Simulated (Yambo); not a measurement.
G0W0@PBEsol for K$_{3}$Cu$_{3}$P$_{2}$ (space group R-3m, No. 166) in Yambo. Reference settings: 2×2×2 Γ-centred k mesh, bands 13 to 280 and a 7 Ry block in the screening, 280 bands in G with the Bruneval-Gonze terminator, plasmon pole fitted at 27.2 eV. The PBEsol gap Z → F on this mesh is 1.19 eV; G0W0 gaps are taken between the same points.

The settings were changed. The gap went from 1.77 eV to 1.72 eV, and the shift of the valence edge from -0.41 eV to 0.04 eV.

Name the change that produced these shifts.
(A) 185 bands in G
(B) 116 bands in G, no terminator
(C) 185 bands in W, 185 bands in G
(D) 140 bands in W

B, 116 bands in G, no terminator. The others gave (gap, valence shift): 140 bands in W: 1.83, -0.32 eV; 185 bands in W, 185 bands in G: 1.80, -0.35 eV; 185 bands in G: 1.78, -0.41 eV.

Geometry of the Materials Project entry, not relaxed at this level; primitive cell a = 7.4199 Å, b = 7.4199 Å, c = 7.4199 Å, α = 44.83°, β = 44.83°, γ = 44.83°.

A shift is the quasiparticle energy of the state minus its PBEsol energy.
